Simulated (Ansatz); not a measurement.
The end point of a relaxation of ZrO$_{2}$. Space group P2₁/c (No. 14), AFLOW prototype A2B_mP12_14_2e_e (C43, as in ZrO2). These are r2SCAN (plane waves to 500 eV, PAW, scalar-relativistic; Ansatz, an electronic-structure program) values and carry that method's errors.

Space group P2₁/c (No. 14); a = 5.154 Å, b = 5.226 Å, c = 5.331 Å, α = 90.00°, β = 99.41°, γ = 90.00°

| atom | site | symmetry | x | y | z |
|---|---|---|---|---|---|
| Zr | 4e | 1 | 0.2761 | 0.0421 | 0.2097 |
| O | 4e | 1 | 0.0688 | 0.3328 | 0.3447 |
| O | 4e | 1 | 0.5503 | 0.2573 | 0.0222 |

| Property | Result |
|---|---|
| Volume per atom | 11.81 Å³ |
| Band gap | 4.16 eV, indirect (valence top at Γ, conduction bottom at Y2) (no spin-orbit coupling) |
| Smallest direct gap | 4.23 eV at k = (0.4, 0, 0.2) |
| Shortest distances | O–Zr 2.05 Å; O–O 2.55 Å; Zr–Zr 3.35 Å |
| k-mesh | 5×5×5 |

Band energies at high-symmetry points (eV from the VBM; labels of this space group; no spin-orbit coupling), from −5 eV up to 6.4 eV:

| point | energies |
|---|---|
| Γ | -4.57 -4.44 -4.40 -4.05 -3.28 -3.13 -2.83 -2.65 -2.54 -2.49 -1.89 -1.83 -1.79 -1.77 -1.61 -1.17 -1.12 -0.81 -0.62 -0.52 -0.20 0.00 4.53 4.89 5.17 5.46 5.50 5.92 6.07 6.33 6.39 |
| Z | -4.73 -4.73 -4.20 -4.20 -3.80 -3.80 -3.61 -3.61 -3.27 -3.27 -2.44 -2.44 -2.03 -2.03 -1.63 -1.63 -1.26 -1.26 -1.03 -1.03 -0.82 -0.82 -0.42 -0.42 5.03 5.03 5.42 5.42 5.75 5.75 6.02 6.02 |
| D | -4.18 -4.18 -4.16 -4.16 -3.62 -3.62 -3.61 -3.61 -2.83 -2.83 -2.78 -2.78 -2.41 -2.41 -2.09 -2.09 -1.50 -1.50 -0.90 -0.90 -0.89 -0.89 -0.64 -0.64 4.87 4.87 5.03 5.03 5.71 5.71 6.29 6.29 |
| B | -4.52 -4.52 -4.09 -4.09 -3.72 -3.72 -3.42 -3.42 -3.04 -3.04 -2.75 -2.75 -2.37 -2.37 -1.84 -1.84 -1.51 -1.51 -1.02 -1.02 -0.75 -0.75 -0.46 -0.46 4.74 4.74 5.05 5.05 5.97 5.97 |
| A | -4.50 -4.50 -4.15 -4.15 -3.82 -3.82 -3.66 -3.66 -3.28 -3.28 -2.35 -2.35 -1.97 -1.97 -1.72 -1.72 -1.33 -1.33 -1.22 -1.22 -0.91 -0.91 -0.46 -0.46 4.35 4.35 5.42 5.42 5.62 5.62 6.09 6.09 |
| E | -4.29 -4.29 -4.00 -4.00 -3.81 -3.81 -3.44 -3.44 -2.73 -2.73 -2.65 -2.65 -2.22 -2.22 -2.11 -2.11 -1.49 -1.49 -1.20 -1.20 -1.01 -1.01 -0.68 -0.68 4.60 4.60 5.15 5.15 5.52 5.52 5.87 5.87 |
| C2 | -4.32 -4.32 -4.05 -4.05 -3.90 -3.90 -3.56 -3.56 -2.89 -2.89 -2.60 -2.60 -2.04 -2.04 -1.81 -1.81 -1.53 -1.53 -1.38 -1.38 -0.92 -0.92 -0.58 -0.58 4.79 4.79 5.13 5.13 5.91 5.91 6.08 6.08 6.31 6.31 |
| Y2 | -4.55 -4.46 -4.28 -4.15 -4.04 -3.50 -3.30 -3.11 -2.90 -2.55 -2.52 -2.14 -1.77 -1.59 -1.58 -1.44 -1.28 -1.26 -0.88 -0.72 -0.57 -0.41 -0.07 4.16 5.06 5.14 5.27 5.71 5.71 5.99 6.15 |

No spin polarisation in the result.

The run could not lose the symmetry of its start; a randomly shaken copy of 12 atoms returns to this structure.
